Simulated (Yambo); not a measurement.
G0W0@PBEsol for AlBO3 (space group R-3c, No. 167) in Yambo. Reference settings: 4×4×4 Γ-centred k mesh, 125 bands and a 7 Ry block in the screening, 125 bands in G with the Bruneval-Gonze terminator, plasmon pole fitted at 27.2 eV. The PBEsol gap Γ → (0.25, 0.25, 0.25) on this mesh is 5.75 eV; G0W0 gaps are taken between the same points.

With and without the terminator, as bands are cut:

```
bands in G (in W)  gap, terminator (eV)  gap, none (eV)  valence shift, terminator (eV)  valence shift, none (eV)
-----------------  --------------------  --------------  ------------------------------  ------------------------
39 (39)                           9.356           9.312                          -1.283                    -0.863
53 (53)                           8.704           8.653                          -1.146                    -0.735
73 (73)                           8.474           8.379                          -1.170                    -0.780
99 (99)                           8.391           8.302                          -1.246                    -0.927
125 (125)                         8.346           8.264                          -1.285                    -1.021
```

Over this range the gap spans 1.010 eV with the terminator and 1.048 eV without, the valence shift 0.139 eV and 0.286 eV. Neither column has reached its limit for certain.

Geometry of the Materials Project entry, not relaxed at this level; primitive cell a = b = c = 5.3144 Å, α = β = γ = 50.16°.

A shift is the quasiparticle energy of the state minus its PBEsol energy.
